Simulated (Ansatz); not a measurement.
input.yaml for HfB (Ansatz 0.2.0)

```yaml
crystal:
  lattice:
    - [0.0, 2.31, 2.31]
    - [2.31, 0.0, 2.31]
    - [2.31, 2.31, 0.0]
  atoms:
    - { symbol: Hf, position: [0.5, 0.5, 0.5] }
    - { symbol: B, position: [0.0, 0.0, 0.0] }
basis:
  ecutwfc: "24 Ry"
kpoints:
  mp_grid: { grid: [8, 8, 8] }
hamiltonian:
  xc: pbe
scf:
  occupations: { method: tetrahedron_uncorrected }
output:
  forces: true
  stress: true
  eigenvalues: true
```

Command:

```bash
ansatz run input.yaml --threads 1 --pin off --max-ram 1331MiB --backend cpu --events-out ev --progress --plain --runs-dir out
```

Output, shortened (HF is the Harris–Foulkes energy, dr2 the density residual in eV):

```text
Warning: basis.ecutwfc = 326.5366 eV is below the records' recommended 420 eV, and the density's cutoff is lower with it unless basis.ecutrho_ratio is high enough to keep the records' density cutoff: compare with a run at a higher cutoff
Pseudopotential: Hf, paw, valence charge 26, recommended cutoff 420 eV (normal)
Pseudopotential: B, paw, valence charge 3, recommended cutoff 420 eV (normal)
Crystal: 2 atoms, lattice volume = 24.653 Å³
Basis set: ecut = 326.5366 eV, 331 PW (Γ), exchange–correlation on 40×40×40 points (8 copies of the dense FFT grid, shifted against one another)
Bands: 19, of which v1, the nominal top of the filled ones, is band 15 counted from 1 (14 counted from 0)
Symmetry: 48 space group operations
Space group: Fm-3m (ITA 225), of the structure as read, at distance tolerance 2.9e-5 Å
k-points: 29 of 512
Initial density: superposition of atomic densities, corrected by the library's trained network
SCF iter   1: HF=-15877.660121 eV  Δρ=3.28e-3  dr2=1.84e-3
SCF iter   2: HF=-15877.658846 eV  Δρ=2.20e-3  dr2=8.16e-4
SCF iter   3: HF=-15877.658808 eV  Δρ=1.07e-3  dr2=1.91e-4
SCF iter   4: HF=-15877.658811 eV  Δρ=2.38e-4  dr2=1.10e-5
SCF iter   5: HF=-15877.658810 eV  Δρ=6.45e-5  dr2=9.02e-7
SCF iter   6: F=-15877.658810 eV  HF=-15877.658810 eV  Δρ=1.24e-5  dr2=2.24e-8
SCF 1 converged in 6 iterations: F = -15877.658810 eV  dr2 = 2.24e-8
SCF converged after 6 iterations
Free energy (F): -15877.658810 eV
E sigma→0 (E₀):  -15877.658810 eV
Entropy (-TS):   -0.000313 eV (-0.156 meV/atom)
Fermi energy:    19.655703 eV
--- Forces (eV/Å), atoms counted from 1 ---
  atom   1  Hf     0.00000000    -0.00000000    -0.00000000
  atom   2  B     -0.00000000     0.00000000    -0.00000000
--- Stress (GPa, compression-positive) ---
       30.545170       0.000000      -0.000000
       -0.000000      30.545170       0.000000
       -0.000000      -0.000000      30.545170
  P = ⅓ Tr σ = 30.5452 GPa (305.452 kbar)
```

These settings were drawn at random to show what each does; none of the numbers is a converged property of the crystal.